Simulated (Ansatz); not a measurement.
Space group P6_3/mcm (No. 193). a = 7.548 Å, b = 7.548 Å, c = 5.196 Å, α = 90.00°, β = 90.00°, γ = 120.00°
```tsv
atom	site	symmetry	x	y	z
Ti	4d	3.2	0.3333	0.6667	0.0000
Ti	6g	m2m	0.2512	0.0000	0.2500
Ge	6g	m2m	0.6109	0.0000	0.2500
```

Equation of state of this Ti₅Ge₃ structure (not necessarily the ground state), with shape and atoms relaxed at each volume where symmetry leaves them free. It has no gap at any of these volumes. All numbers below come from DFT r2SCAN, scalar-relativistic, plane waves, PAW in Ansatz.

Plane waves to 500 eV, a k mesh through Γ of 6×6×8 on the computed 16-atom cell and Gaussian smearing (0.10 eV); no spin polarisation.

```csv
V (Å³/atom),E − E(largest V) (meV/atom),P (GPa)
14.098,65.54,23.15
14.579,7.26,15.94
15.060,-30.97,9.77
15.540,-52.07,4.50
16.021,-58.56,-0.01
16.501,-52.57,-3.84
16.982,-35.96,-7.12
17.623,0.00,-10.72
```

Fit a third-order Birch–Murnaghan equation to E(V).

V0 = 16.02 Å³/atom, B0 = 138 GPa, B0' = 4.3.

Cost: 8 runs of about 71 core-minutes in all, on Oxide Virtual Turin-like Processor (Zen 5) (shared hosts).